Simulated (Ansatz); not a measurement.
Problem. Each is relaxed and computed with DFT-PBEsol in the program Ansatz with PAW potentials. Which is the only metal?
A. BIr, CsCl type
B. B4C, R-3m (B on 18h, B on 18h, C on 6c, C on 3b)
C. Al3BC3, P6_3cm (Pearson symbol hP42)
D. AlBN2, P3m1 (B on 1b, N on 1b, Al on 1c, N on 1c)

Solution. A, BIr, CsCl type. BIr: metal; AlBN2: gap 4.04 eV (indirect); Al3BC3: gap 1.64 eV (indirect); B4C: gap 1.46 eV (indirect). Constructed cells (a structure type filled with these elements, in neither database checked): BIr, CsCl type. Typed or built starts, not in the databases checked: AlBN2, P3m1 (B on 1b, N on 1b, Al on 1c, N on 1c). Standing as an ambient phase not checked: Al3BC3, P6_3cm (Pearson symbol hP42); B4C, R-3m (B on 18h, B on 18h, C on 6c, C on 3b). Unstable at this level: BIr, CsCl type. All cells were relaxed under the symmetry of their starts (and spin orders); stability against distortions was not tested throughout. Named crystals with no word on spin ran without spin polarisation. Spin–orbit coupling is left out wherever it is not named.

Potentials: the earlier of the program's two PAW sets. The files were generated under PBE; for other functionals the program regenerates the frozen cores, and for LDA and PBEsol the local potential too.
